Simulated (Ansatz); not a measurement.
Relaxed-ion elastic tensor of C in space group Im-3m (No. 229; C on 12d) in GPa (Voigt order), r²SCAN (plane waves, PAW; program Ansatz); density 2.87 g/cm³, 6.94 Å³ per atom.

```
      1     2     3    4    5    6
-  ----  ----  ----  ---  ---  ---
1   841  95.9  95.9  0.0  0.0  0.0
2  95.9   841  95.9  0.0  0.0  0.0
3  95.9  95.9   841  0.0  0.0  0.0
4   0.0   0.0   0.0  315  0.0  0.0
5   0.0   0.0   0.0  0.0  315  0.0
6   0.0   0.0   0.0  0.0  0.0  315
```

Q: Is the crystal mechanically stable?

A: Yes: the smallest eigenvalue of C is 315 GPa.

Q: Work out the Voigt, Reuss and Hill averages.

A: K_V = 344, K_R = 344, K_H = 344; G_V = 338, G_R = 336, G_H = 337 GPa.

Q: Give Young's modulus, Poisson's ratio, Pugh's ratio and the universal anisotropy index.

A: E = 9KG/(3K + G) = 762 GPa; ν = 0.13; K/G = 1.02 (brittle by the Pugh limit of 1.75); A_U = 5G_V/G_R + K_V/K_R − 6 = 0.03.

Q: Estimate the sound speeds and the Debye temperature.

A: v_l = √((K + 4G/3)/ρ) = 16600 m/s, v_t = √(G/ρ) = 10800 m/s, mean 11900 m/s; Θ = (h/k)(3n/4πV)^(1/3) v_m = 1850 K.

Q: Give the Zener ratio and Young's modulus along [100], [110] and [111].

A: A = 2C44/(C11 − C12) = 0.84; 1/E = S11 − 2(S11 − S12 − S44/2)Γ with Γ = 0, 1/4, 1/3 gives 822, 746, 724 GPa.

Q: Solve the Christoffel equation for the three sound speeds along [100], [110], [111].

A: Eigenvalues of C_ijkl n_j n_l equal ρv². In km/s, slowest first: [100] 10.47, 10.47, 17.12; [110] 10.47, 11.39, 16.52; [111] 11.09, 11.09, 16.31.

The start of the workflow was typed in or built on a structure type; neither database checked (COD, Materials Project) lists it. It is not the phase usual at ambient conditions (space group No. 194, 227). The cell was relaxed with r²SCAN under the symmetry of its start; whether a distortion lowers the energy is not shown.

Potentials: the earlier of the program's two PAW sets.
